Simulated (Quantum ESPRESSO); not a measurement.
# Ti2Hf2W2AgIr: input and log of a self-consistent run

Computed values, not a measurement. The program is pw.x of Quantum ESPRESSO 7.5 (plane-wave density functional theory). The cell is made up: eight metal atoms on a face-centred cubic lattice, with elements, volume, strain and displacements drawn at random and not relaxed, so it may be unstable or far from any real phase. PseudoDojo standard norm-conserving files set the functional (PBE unless stated); there is no spin polarisation or spin-orbit coupling, the Fermi-Dirac width of 0.25 eV means electrons at about 2900 K, and the masses in the input are unused placeholders. Heavy elements are run without spin-orbit coupling, which real alloys of them have. A spin test at this wide smearing found no moment, but such smearing suppresses magnetism that the real alloy may have.

Input:

```
&control calculation='scf', pseudo_dir='./dojo.nc.sr.pbe.v0_5.standard.upf', outdir='./o', disk_io='minimal', tprnfor=.true., tstress=.true. /
&system ibrav=0, nat=8, ntyp=5, nbnd=73, ecutwfc=84.00895049, nosym=.true., tot_charge=0,
 occupations='smearing', smearing='fd', degauss=0.0183746611
/
&electrons conv_thr=1.470e-08, electron_maxstep=70, mixing_beta=0.5 /
ATOMIC_SPECIES
Ag 1.0 Ag.upf
Hf 1.0 Hf.upf
Ir 1.0 Ir.upf
Ti 1.0 Ti.upf
W 1.0 W.upf
CELL_PARAMETERS angstrom
-0.032 -2.1045 -2.1228
-6.2746 -2.2284 0.0278
-1.9917 4.2406 -6.432
ATOMIC_POSITIONS angstrom
Ti -0.0503 -0.1451 -0.0813
Hf -2.089 2.1737 -4.3438
W -2.1599 -0.1425 -2.1105
Ag -4.1286 2.0209 -6.3504
Ti -4.2972 -0.046 -4.2537
Ir -4.2393 -2.3834 -1.966
W -6.3476 -0.1078 -6.3492
Hf -6.4084 -2.1514 -4.3263
K_POINTS automatic
8 4 3 1 1 1
```

The log is shortened where brackets say so; the opening notice, blank lines, dates and the lines on written files are dropped, and the path of the files is cut. It prints rydbergs, bohrs and kilobars, and counts compression as positive stress. Its total energy is the free energy E - TS of the whole cell.

```
     Program PWSCF v.7.5
     Parallel version (MPI & OpenMP), running on       4 processor cores
     Number of MPI processes:                 4
     Threads/MPI process:                     1
     [start-up lines left out]
     bravais-lattice index     =            0
     lattice parameter (alat)  =       5.6491  a.u.
     unit-cell volume          =    1015.6295 (a.u.)^3
     number of atoms/cell      =            8
     number of atomic types    =            5
     number of electrons       =       112.00
     number of Kohn-Sham states=           73
     kinetic-energy cutoff     =      84.0090  Ry
     charge density cutoff     =     336.0358  Ry
     scf convergence threshold =      1.5E-08
     mixing beta               =       0.5000
     number of iterations used =            8  plain     mixing
     Exchange-correlation= PBE
                           (   1   4   3   4   0   0   0)
     [axes and pseudopotential details left out]
   Cartesian axes
     site n.     atom                  positions (alat units)
         1        Ti     tau(   1) = (  -0.0168264  -0.0485390  -0.0271965  )
         2        Hf     tau(   2) = (  -0.6988137   0.7271476  -1.4530909  )
         3        W      tau(   3) = (  -0.7225312  -0.0476692  -0.7060059  )
         4        Ag     tau(   4) = (  -1.3811021   0.6760328  -2.1243401  )
         5        Ti     tau(   5) = (  -1.4375023  -0.0153880  -1.4229506  )
         6        Ir     tau(   6) = (  -1.4181335  -0.7972966  -0.6576677  )
         7        W      tau(   7) = (  -2.1234035  -0.0360613  -2.1239387  )
         8        Hf     tau(   8) = (  -2.1437423  -0.7196878  -1.4472368  )
     number of k points=    48  Fermi-Dirac smearing, width (Ry)=  0.0184
                       cart. coord. in units 2pi/alat
        k(    1) = (  -0.0541650  -0.0160593  -0.0712758), wk =   0.0416667
        k(    2) = (   0.0092493  -0.1924482   0.1026365), wk =   0.0416667
     [further k points left out]
     Dense  grid:   105679 G-vectors     FFT dimensions: (  36,  75,  90)
     Estimated max dynamical RAM per process >     385.59 MB
     Estimated total dynamical RAM >       1.43 GB
     Initial potential from superposition of free atoms
     starting charge     111.9915, renormalised to     112.0000
     Starting wfcs are   80 randomized atomic wfcs
     total cpu time spent up to now is        5.6 secs
     per-process dynamical memory:   298.5 Mb
     Self-consistent Calculation
     iteration #  1     ecut=    84.01 Ry     beta= 0.50
     Davidson diagonalization with overlap
     ethr =  1.00E-02,  avg # of iterations =  2.7
     total cpu time spent up to now is       18.9 secs
     total energy              =   -1305.48237828 Ry
     estimated scf accuracy    <       2.11501511 Ry
     iteration #  2     ecut=    84.01 Ry     beta= 0.50
     Davidson diagonalization with overlap
     ethr =  1.89E-03,  avg # of iterations =  4.0
     total cpu time spent up to now is       34.0 secs
     total energy              =   -1304.79851188 Ry
     estimated scf accuracy    <      20.21895387 Ry
     iteration #  3     ecut=    84.01 Ry     beta= 0.50
     Davidson diagonalization with overlap
     ethr =  1.89E-03,  avg # of iterations =  4.3
     total cpu time spent up to now is       48.1 secs
     total energy              =   -1305.83761868 Ry
     estimated scf accuracy    <      17.07296167 Ry
     iteration #  4     ecut=    84.01 Ry     beta= 0.50
     Davidson diagonalization with overlap
     ethr =  1.89E-03,  avg # of iterations =  2.0
     total cpu time spent up to now is       59.7 secs
     total energy              =   -1306.68320813 Ry
     estimated scf accuracy    <       1.22482629 Ry
     iteration #  5     ecut=    84.01 Ry     beta= 0.50
     Davidson diagonalization with overlap
     ethr =  1.09E-03,  avg # of iterations =  1.4
     total cpu time spent up to now is       70.5 secs
     total energy              =   -1306.73618568 Ry
     estimated scf accuracy    <       0.20032990 Ry
     [iterations 6 to 17 left out]
     iteration # 18     ecut=    84.01 Ry     beta= 0.50
     Davidson diagonalization with overlap
     ethr =  1.50E-09,  avg # of iterations =  2.0
     total cpu time spent up to now is      233.0 secs
     total energy              =   -1306.75271014 Ry
     estimated scf accuracy    <       0.00000039 Ry
     iteration # 19     ecut=    84.01 Ry     beta= 0.50
     Davidson diagonalization with overlap
     ethr =  3.50E-10,  avg # of iterations =  2.7
     total cpu time spent up to now is      245.0 secs
     total energy              =   -1306.75271018 Ry
     estimated scf accuracy    <       0.00000021 Ry
     iteration # 20     ecut=    84.01 Ry     beta= 0.50
     Davidson diagonalization with overlap
     ethr =  1.86E-10,  avg # of iterations =  3.9
     total cpu time spent up to now is      257.5 secs
     total energy              =   -1306.75271018 Ry
     estimated scf accuracy    <       0.00000049 Ry
     iteration # 21     ecut=    84.01 Ry     beta= 0.50
     Davidson diagonalization with overlap
     ethr =  1.86E-10,  avg # of iterations =  1.8
     total cpu time spent up to now is      268.3 secs
     total energy              =   -1306.75271020 Ry
     estimated scf accuracy    <       0.00000008 Ry
     iteration # 22     ecut=    84.01 Ry     beta= 0.50
     Davidson diagonalization with overlap
     ethr =  7.43E-11,  avg # of iterations =  1.4
     total cpu time spent up to now is      279.1 secs
     End of self-consistent calculation
     [lines on levels left out]
!    total energy              =   -1306.75271020 Ry
     estimated scf accuracy    <       0.00000001 Ry
     smearing contrib. (-TS)   =      -0.14708368 Ry
     internal energy E=F+TS    =   -1306.60562652 Ry
     The total energy is F=E-TS. E is the sum of the following terms:
     one-electron contribution =    -412.85542824 Ry
     hartree contribution      =     253.57916604 Ry
     xc contribution           =    -247.74243581 Ry
     ewald contribution        =    -899.58692851 Ry
     convergence has been achieved in  22 iterations
     Forces acting on atoms (cartesian axes, Ry/au):
     atom    1 type  4   force =     0.01353586    0.03660477   -0.03104376
     atom    2 type  2   force =    -0.04428041   -0.00674998    0.01331414
     atom    3 type  5   force =    -0.05224354   -0.00635085    0.00530554
     atom    4 type  1   force =    -0.03359117    0.01201685   -0.01807364
     atom    5 type  4   force =     0.02843181   -0.01124082    0.00949758
     atom    6 type  3   force =    -0.01722622    0.02440679   -0.02020075
     atom    7 type  5   force =     0.04640301    0.03278414   -0.03924858
     atom    8 type  2   force =     0.05897066   -0.08147090    0.08044946
     Total force =     0.180966     Total SCF correction =     0.000418
     Computing stress (Cartesian axis) and pressure
          total   stress  (Ry/bohr**3)                   (kbar)     P=      -70.00
  -0.00046088  -0.00015633   0.00005410          -67.80      -23.00        7.96
  -0.00015633  -0.00047446   0.00010591          -23.00      -69.80       15.58
   0.00005410   0.00010591  -0.00049220            7.96       15.58      -72.41
     init_run     :      5.24s CPU      5.51s WALL (       1 calls)
     electrons    :    267.19s CPU    273.47s WALL (       1 calls)
     forces       :      2.33s CPU      2.35s WALL (       1 calls)
     stress       :      7.92s CPU      8.11s WALL (       1 calls)
     [timing details left out]
     PWSCF        :   4m42.77s CPU   4m49.60s WALL
     JOB DONE.
```

In other units: free energy -17779.276 eV for the cell, pressure -7.00 GPa, largest force component 2.095 eV/Å in size. The run took 291 s of wall time with four MPI processes on a shared machine (Intel Xeon, 2023 or later, virtual cores), so the time is rough. A rerun of this cell at a higher cutoff and on a denser mesh moved values by no more than 0.004 eV in energy, 0.02 GPa in stress and 0.006 eV/Å in force, and a second program with other atomic files agreed on that cell to 2 % rms in force and 0.5 GPa in pressure.